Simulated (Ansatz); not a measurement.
¹⁷O NMR of the central transition in NaV2AgO4F4

Cell: a measured structure from the Crystallography Open Database (COD), ions relaxed with PBE at fixed cell.

Space group P2/c (No. 13); a = 10.3826, b = 5.8079, c = 4.9429 Å, β = 90.07°.

| site | Wyckoff | site symmetry | x | y | z |
| --- | --- | --- | --- | --- | --- |
| Na | 2f | 2 | 0.5000 | 0.3246 | 0.7500 |
| V | 4g | 1 | 0.2374 | 0.1637 | 0.2434 |
| Ag | 2e | 2 | 0.0000 | 0.6769 | 0.2500 |
| O9 | 4g | 1 | 0.1395 | 0.3523 | 0.3726 |
| O13 | 4g | 1 | 0.1636 | 0.0977 | 0.9308 |
| F17 | 4g | 1 | 0.3670 | 0.3555 | 0.1206 |
| F21 | 4g | 1 | 0.3595 | 0.1050 | 0.5355 |

One atom of each set is listed.

Level of theory: DFT, PBE, plane waves and PAW, scalar-relativistic, 420 eV cutoff, Γ-centred 2×4×4 k-points, Fermi–Dirac smearing 0.02 eV (Ansatz 0.2.0).

¹⁷O has I = 5/2 and Q = -25.58 mb (Pyykkö 2018); at 16.4 T its Larmor frequency is ν₀ = 94.7 MHz. Only the quadrupole interaction is simulated: positions count from each site's isotropic chemical shift, and J coupling is left out, as are shift anisotropy and dipolar coupling, which fast spinning averages.

**Question.** Give C_Q, η, the quadrupolar product P_Q = |C_Q|(1 + η²/3)^½, the second-order isotropic shift and the breadth of the pattern (fast magic-angle spinning) for each O site.

**Answer.** 

```
site                                          first shell  C_Q (MHz)     η  P_Q (MHz)  δ_QIS (ppm)  breadth (kHz)
  O9              1 V at 1.63 Å; also 2 Ag at 2.37–2.45 Å      -1.26  0.96       1.44        -1.38          0.289
 O13  2 V at 1.77–1.94 Å, angle 115°; also 1 Ag at 2.32 Å       1.25  0.17       1.25        -1.05          0.223
```

δ_QIS = −(ν_Q²/30ν₀²)[I(I+1) − 3/4](1 + η²/3) × 10⁶ ppm with ν_Q = 3|C_Q|/[2I(2I−1)]; it falls as 1/B₀² in ppm, and the breadth as 1/B₀ in kHz.

The relaxation (10 steps) took 3.3 min of wall time (6.5 min of CPU time) and 1.1 GiB at its peak, on 2 threads of Arm Neoverse V2 (aarch64; 28 cores open to the job, memory cap 5.0 GiB, no GPU), a shared host with a load of 0.8 a core.
